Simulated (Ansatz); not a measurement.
Ir: one atom moved along a line

Level of theory: DFT PBEsol, scalar-relativistic, plane waves, PAW (Ansatz). Cutoff 420 eV, Γ-centred 12×12×12 k-points, Gaussian smearing of 0.15 eV. Spin–orbit coupling is left out, which can shift energies with elements as heavy as these. No spin polarisation. Energies are free energies at this smearing, counted from the undisturbed cell; pressure is positive in compression.

The starting cell (as given, not relaxed at this level; it stands at -2.6 GPa):

```yaml
crystal:
  lattice:
    - [-3.83940, 3.83940, 0.00000]
    - [-3.83940, 0.00000, 3.83940]
    - [0.00000, 3.83940, 3.83940]
  atoms:
    - { symbol: Ir, position: [0.00000, 0.00000, 0.00000] }
    - { symbol: Ir, position: [0.50000, 0.00000, 0.00000] }
    - { symbol: Ir, position: [0.00000, 0.50000, 0.00000] }
    - { symbol: Ir, position: [0.00000, 0.00000, 0.50000] }
    - { symbol: Ir, position: [0.50000, 0.50000, 0.00000] }
    - { symbol: Ir, position: [0.50000, 0.00000, 0.50000] }
    - { symbol: Ir, position: [0.00000, 0.50000, 0.50000] }
    - { symbol: Ir, position: [0.50000, 0.50000, 0.50000] }
```

Atom 1 (Ir) is moved by x along the Cartesian unit vector (0.707, -0.707, 0.000); the cell and all other atoms stay fixed. The cell is metallic on the mesh throughout.

| x (Å) | ΔE (meV/cell) |
| --- | --- |
| -0.4500 | 1853.9 |
| -0.2250 | 392.4 |
| 0.0000 | 0.0 |
| 0.0563 | 23.2 |
| 0.1125 | 93.6 |
| 0.1688 | 215.0 |
| 0.2813 | 634.1 |
| 0.3375 | 949.3 |
| 0.3938 | 1351.5 |

(1) Predict the pressure (GPa) at each point.

## Answers

(1)
| x (Å) | pressure (GPa) |
| --- | --- |
| -0.4500 | 8.0 |
| -0.2250 | -0.1 |
| 0.0000 | -2.6 |
| 0.0563 | -2.5 |
| 0.1125 | -2.0 |
| 0.1688 | -1.2 |
| 0.2813 | 1.3 |
| 0.3375 | 3.1 |
| 0.3938 | 5.4 |